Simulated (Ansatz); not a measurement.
# Na4AlZnP3O12: Field gradients at the nuclei

The cell is a Materials Project structure (computed, not necessarily an observed phase), taken as it stands.

Space group R3c:H (No. 161); a = 8.8887, c = 21.5284 Å, γ = 120.00°.

| site | Wyckoff | site symmetry | x | y | z |
| --- | --- | --- | --- | --- | --- |
| Na1 | 18b | 1 | 0.3052 | 0.3417 | 0.5817 |
| Na7 | 6a | 3. | 0.0000 | 0.0000 | 0.4974 |
| Al | 6a | 3. | 0.0000 | 0.0000 | 0.6490 |
| Zn | 6a | 3. | 0.0000 | 0.0000 | 0.3473 |
| P | 18b | 1 | 0.9573 | 0.3270 | 0.5839 |
| O19 | 18b | 1 | 0.2166 | 0.0276 | 0.3097 |
| O25 | 18b | 1 | 0.7949 | 0.9651 | 0.6932 |
| O31 | 18b | 1 | 0.0100 | 0.8186 | 0.4115 |
| O37 | 18b | 1 | 0.9692 | 0.1560 | 0.5888 |

One atom of each set is listed; the run and its k-mesh use a cell of 42 atoms with edges of 8.82, 8.82, 8.82 Å.

Method: Kohn–Sham DFT in Ansatz, PBE, plane waves and PAW, scalar-relativistic, 420 eV cutoff, Γ-centred 3×3×3 k-points, Fermi–Dirac smearing 0.02 eV.

Conventions: |V_zz| ≥ |V_yy| ≥ |V_xx|, η = (V_xx − V_yy)/V_zz, C_Q = eQV_zz/h.

²³Na: I = 3/2, Q = 104.0 mb; Al-27: I = 5/2, Q = 146.6 mb; ⁶⁷Zn: I = 5/2, Q = 122.0 mb; O-17: I = 5/2, Q = -25.58 mb. Quadrupole moments are those of Pyykkö's year-2017 table.

**Question.** What field gradients does the calculation give at each kind of site?

**Answer.** 

```csv
site,atoms,first shell,V_zz (10²¹ V/m²),η,C_Q (MHz)
Na1,6,8 O at 2.37–2.89 Å; also 1 O at 3.27 Å,-1.12,0.32,-2.82
Na7,2,6 O at 2.48–2.50 Å,-1.26,0.00,-3.18
Al,2,6 O at 1.94–2.01 Å,0.37,0.00,1.31
Zn,2,6 O at 1.99–2.16 Å,3.81,0.00,11.2
P,6,4 O at 1.53–1.58 Å,-1.66,0.81,–
O19,6,"1 P at 1.53 Å, 1 Zn at 1.99 Å, angle 143°; also 3 Na at 2.46–3.34 Å",9.13,0.19,-5.65
O25,6,"1 P at 1.57 Å, 1 Al at 1.94 Å, angle 152°; also 3 Na at 2.69–3.27 Å",11.10,0.07,-6.87
O31,6,"1 P at 1.54 Å, 1 Zn at 2.16 Å, 1 Na at 2.37 Å; also 2 Na at 2.47–2.48 Å",9.59,0.20,-5.93
O37,6,"1 P at 1.58 Å, 1 Al at 2.01 Å, angle 143°; also 3 Na at 2.42–2.60 Å",10.55,0.14,-6.53
```

An axis of threefold or higher order runs through Na7, Al and Zn, so V_zz lies along it and η is zero. At O19 and O37 V_zz points along the shorter of its two bonds, to P (within 9°) in each case. At O25 V_zz runs parallel to the line that joins its two neighbours (within 7°). At O31 V_zz points along its shortest bond, to P (within 4°).

P has no stable isotope with a ground-state quadrupole moment in the table, so no C_Q is given.

The run took 1.8 min of wall time (1.8 min of CPU time) and 1.1 GiB at its peak, on 1 thread of Arm Neoverse V2 (aarch64; 8 cores open to the job, memory cap 2.5 GiB, no GPU), a shared host with a load of 0.2 a core.
